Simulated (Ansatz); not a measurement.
A relaxed cell of Rb2YCrC6N6 is given with its symmetry left out. The cell was found from a structure generator's guess, not taken from experiment.

Theory: DFT PBE, scalar-relativistic, plane waves, PAW in Ansatz. Cutoff 420 eV, Γ-centred mesh, Gaussian smearing, collinear spin.

```
Rb Y Cr C N
1.0
     0.00000    5.47668    5.47668
     5.47668    0.00000    5.47668
     5.47668    5.47668    0.00000
Rb Y Cr C N
2 1 1 6 6
Direct
  0.25000 0.25000 0.25000
  0.75000 0.75000 0.75000
  0.50000 0.50000 0.50000
  0.00000 0.00000 0.00000
  0.82172 0.17828 0.17828
  0.17828 0.82172 0.17828
  0.17828 0.17828 0.82172
  0.17828 0.82172 0.82172
  0.82172 0.17828 0.82172
  0.82172 0.82172 0.17828
  0.71311 0.28689 0.28689
  0.28689 0.71311 0.28689
  0.28689 0.28689 0.71311
  0.28689 0.71311 0.71311
  0.71311 0.28689 0.71311
  0.71311 0.71311 0.28689
```

Formation energies are uncorrected and refer to the elements' standard structures at the same level (N₂ as a molecule).

**Question.** Find its symmetry and describe it.

**Answer.** Fm-3m (No. 225). Conventional cell: a = 10.953 Å. Rb is surrounded by 12 N at 3.89 Å and 12 C at 3.95 Å; Y has 6 N at 2.33 Å; Cr has 6 C at 1.95 Å; C has 1 N at 1.19 Å, 1 Cr at 1.95 Å, 4 C at 2.76 Å, 1 Y at 3.52 Å, 4 N at 3.70 Å, 1 C at 3.91 Å and 4 Rb at 3.95 Å; N is surrounded by 1 C at 1.19 Å, 1 Y at 2.33 Å, 1 Cr at 3.14 Å, 4 N at 3.30 Å, 4 C at 3.70 Å and 4 Rb at 3.89 Å.

**Question.** What is its formation energy per atom?

**Answer.** −0.33 eV/atom. A negative formation energy is needed for stability but isn't enough: competing phases decide.

**Question.** Is it a metal?

**Answer.** Yes, bands cross the Fermi level on the 6×6×6 mesh.

**Question.** Which magnetic moments does it keep?

**Answer.** 0.06 μB per atom net, the space between the atoms included; by site: Cr 0.7 μB.

**Question.** From what recipe could a structure generator have reached it?

**Answer.** One such recipe: cyanide-bridged rock-salt net of two metals, 2 guest cations a cell (Fm-3m, No. 225). Other recipes can lead to the same cell.

The last run used collinear spin, a 6×6×6 mesh for its 16-atom cell and Gaussian smearing of 0.10 eV. In such compounds of Cr a zero gap at this level may well be an artefact, since no Hubbard U is applied. The reference form of C is held partly by dispersion forces, which this level lacks. Another magnetic order may lie lower. A structure relaxed within its symmetry needn't be a true minimum.
